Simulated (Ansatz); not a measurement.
**ZnH2C4O4 with H2O: what it costs to drive out H2O**

Method: DFT PBE+D3(BJ), scalar-relativistic, plane waves, PAW in Ansatz.

Cutoff 420 eV; k points 6×2×2 on the computed 34-atom cell (Γ-centred); Gaussian smearing, width 0.02 eV; no spin polarisation for the host; each changed cell takes a mesh and smearing chosen by its own gap and starts from the host's moments or customary ones, or runs without spin. Cells and atoms are relaxed to the nearest stationary point that keeps the symmetry of their start (forces under 0.02 to 0.04 eV/Å, stress under 0.1 to 0.2 GPa); energies are at zero smearing, without zero-point or thermal terms.

Relaxed crystal, with 4 H2O in the cell:

```yaml
crystal:
  lattice:
    - [3.41235, 0.00000, 0.00855]
    - [0.00000, 10.31003, 0.00000]
    - [-0.83289, 0.00000, 8.81295]
  atoms:
    - { symbol: Zn, position: [0.00000, 0.50000, 0.00000] }
    - { symbol: Zn, position: [0.00000, 0.00000, 0.50000] }
    - { symbol: H, position: [0.16764, 0.62859, 0.56451] }
    - { symbol: H, position: [0.83236, 0.12859, 0.93549] }
    - { symbol: H, position: [0.83236, 0.37141, 0.43549] }
    - { symbol: H, position: [0.16764, 0.87141, 0.06451] }
    - { symbol: H, position: [0.46405, 0.67609, 0.10763] }
    - { symbol: H, position: [0.53595, 0.17609, 0.39237] }
    - { symbol: H, position: [0.53595, 0.32391, 0.89237] }
    - { symbol: H, position: [0.46405, 0.82391, 0.60763] }
    - { symbol: H, position: [0.44154, 0.70913, 0.92347] }
    - { symbol: H, position: [0.55846, 0.20913, 0.57653] }
    - { symbol: H, position: [0.55846, 0.29087, 0.07653] }
    - { symbol: H, position: [0.44154, 0.79087, 0.42347] }
    - { symbol: C, position: [0.15958, 0.58056, 0.31921] }
    - { symbol: C, position: [0.84042, 0.08056, 0.18079] }
    - { symbol: C, position: [0.84042, 0.41944, 0.68079] }
    - { symbol: C, position: [0.15958, 0.91944, 0.81921] }
    - { symbol: C, position: [0.08459, 0.55505, 0.47924] }
    - { symbol: C, position: [0.91541, 0.05505, 0.02076] }
    - { symbol: C, position: [0.91541, 0.44495, 0.52076] }
    - { symbol: C, position: [0.08459, 0.94495, 0.97924] }
    - { symbol: O, position: [0.33167, 0.68556, 0.28818] }
    - { symbol: O, position: [0.66833, 0.18556, 0.21182] }
    - { symbol: O, position: [0.66833, 0.31444, 0.71182] }
    - { symbol: O, position: [0.33167, 0.81444, 0.78818] }
    - { symbol: O, position: [0.04679, 0.49327, 0.22339] }
    - { symbol: O, position: [0.95321, 0.99327, 0.27661] }
    - { symbol: O, position: [0.95321, 0.50673, 0.77661] }
    - { symbol: O, position: [0.04679, 0.00673, 0.72339] }
    - { symbol: O, position: [0.49326, 0.63969, 0.00397] }
    - { symbol: O, position: [0.50674, 0.13969, 0.49603] }
    - { symbol: O, position: [0.50674, 0.36031, 0.99603] }
    - { symbol: O, position: [0.49326, 0.86031, 0.50397] }
```

Cases: (1) atoms 7, 8, 9, 10, 11, 12, 13, 14, 31, 32, 33, 34 removed; (2) atoms 7, 11, 31 removed; (3) atoms 7, 9, 11, 13, 31, 33 removed.

The table gives the cost to move each H2O into the gas, before and after the rest relaxes.

| case | H2O removed | left | frozen (eV each) | relaxed (eV each) | relaxed (kJ/mol) | ΔV (%) | space group | gap (eV) |
| --- | --- | --- | --- | --- | --- | --- | --- | --- |
| 1 | 4 | ZnH2C4O4 | 2.09 | 1.20 | 116 | -16.7 | P2_1/c | 2.60 |
| 2 | 1 | Zn2H10C8O11 | 1.96 | 1.50 | 145 | +0.4 | P1 | 2.56 |
| 3 | 2 | ZnH4C4O5 | 2.23 | 1.66 | 160 | -2.9 | P-1 | 1.87 |

The emptied cells are the nearest stationary points found and need not be the stable phases of those compositions.

Cost: 4 runs of about 37 core-minutes in all, on Arm Neoverse V2 (shared hosts).